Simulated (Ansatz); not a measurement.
BaS:
```yaml
crystal:
  lattice:
    - [0.00000, 3.16576, 3.16576]
    - [3.16576, 0.00000, 3.16576]
    - [3.16576, 3.16576, 0.00000]
  atoms:
    - { symbol: Ba, position: [0.00000, 0.00000, 0.00000] }
    - { symbol: S, position: [0.50000, 0.50000, 0.50000] }
```

Relaxed with PBEsol.

Question: Give the optical modes at the zone centre with their infrared activity from DFPT, the program Ansatz at the PBEsol level (PAW).

Answer: Transverse frequencies, without the LO–TO term; a row sums one degenerate level.

```json
[
 {"ω (cm⁻¹)": "145", "degeneracy": "3", "IR ((D/Å)²/amu)": "18.24", "activity": "IR", "symmetry": "T1u"}
]
```

Question: How high does the top mode go among those that the LO–TO term moves?

Answer: 249 cm⁻¹ for q along x.

Space group Fm-3m (rock salt). The PBEsol relaxation kept the symmetry of its start; of distortions, only those at the zone centre were tested. Spin–orbit coupling is left out wherever it is not named.

Potentials: the later of the program's two PAW sets.
